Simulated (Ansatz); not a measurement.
**Kick test of a cell of BeCdS₄**

It was reached by relaxing an invented guess, and it needn't be the stable form of this composition.

Computed with DFT PBE, scalar-relativistic, plane waves, PAW in Ansatz 0.2.0. Plane waves to 420 eV, a k mesh through Γ of 6×6×6 on the computed 12-atom cell and Gaussian smearing (0.02 eV); no spin polarisation.

The cell below (12 atoms, space group P2_1/c (No. 14)) is relaxed within its symmetry.

```
Be Cd S
1.0
     5.91740    0.00000   -0.01410
     0.00000    6.00583    0.00000
    -0.07115    0.00000    5.96799
Be Cd S
2 2 8
Direct
  0.00000 0.50000 0.50000
  0.00000 0.00000 0.00000
  0.50000 0.00000 0.50000
  0.50000 0.50000 0.00000
  0.92771 0.38338 0.11159
  0.07229 0.61662 0.88841
  0.63235 0.57924 0.58924
  0.36765 0.42076 0.41076
  0.36765 0.07924 0.91076
  0.63235 0.92076 0.08924
  0.07229 0.88338 0.38841
  0.92771 0.11662 0.61159
```

For the test it was strained at random (σ = 1.5 % a component), the atoms were moved at random (σ = 0.15 Å), and all was relaxed again on a coarse 2×2×2 mesh (in the run’s order of axes) with 0.10 eV smearing, with no symmetry imposed.

**Question.** Does it come back?

**Answer.** It doesn't return. The energy falls by 38 meV/atom on that mesh, the volume changes by 8.8 %, and the end has space group P2_1 (No. 4) at a loose tolerance. Relaxed again on a 6×4×4 mesh with 0.02 eV smearing, the new structure lies 28 meV/atom below the first (mesh in the axes of the run's cell; the cell below is made exact in the group named). Space group P2_1 (No. 4), monoclinic, a = 5.667 Å, b = 6.340 Å, c = 6.352 Å, β = 90.7°. Be has 4 S at 2.10–2.31 Å; Cd is surrounded by 2 S at 2.56–2.57 Å and 4 S at 2.74–2.89 Å; around S on its first site lie 1 Be at 2.10 Å, 1 S at 2.11 Å and 1 Cd at 2.57 Å; S on its second site is surrounded by 1 S at 2.11 Å, 1 Be at 2.11 Å and 1 Cd at 2.56 Å; 2 more sites not described.

```cif
data_structure
_symmetry_space_group_name_H-M 'P 1'
_symmetry_Int_Tables_number 1
_cell_length_a 5.6669
_cell_length_b 6.3403
_cell_length_c 6.3521
_cell_angle_alpha 90.000
_cell_angle_beta 90.726
_cell_angle_gamma 90.000
_cell_volume 228.21
loop_
_atom_site_label
_atom_site_type_symbol
_atom_site_fract_x
_atom_site_fract_y
_atom_site_fract_z
_atom_site_occupancy
Be1 Be 0.46069 0.55661 0.31288 1
Be2 Be 0.53931 0.05661 0.68712 1
Cd1 Cd 0.99685 0.99119 0.25486 1
Cd2 Cd 0.00315 0.49119 0.74514 1
S1 S 0.42227 0.59835 0.63918 1
S2 S 0.58563 0.35931 0.82094 1
S3 S 0.13479 0.42021 0.16637 1
S4 S 0.86646 0.57401 0.33836 1
S5 S 0.86521 0.92021 0.83363 1
S6 S 0.13354 0.07401 0.66164 1
S7 S 0.57773 0.09835 0.36082 1
S8 S 0.41437 0.85931 0.17906 1
```
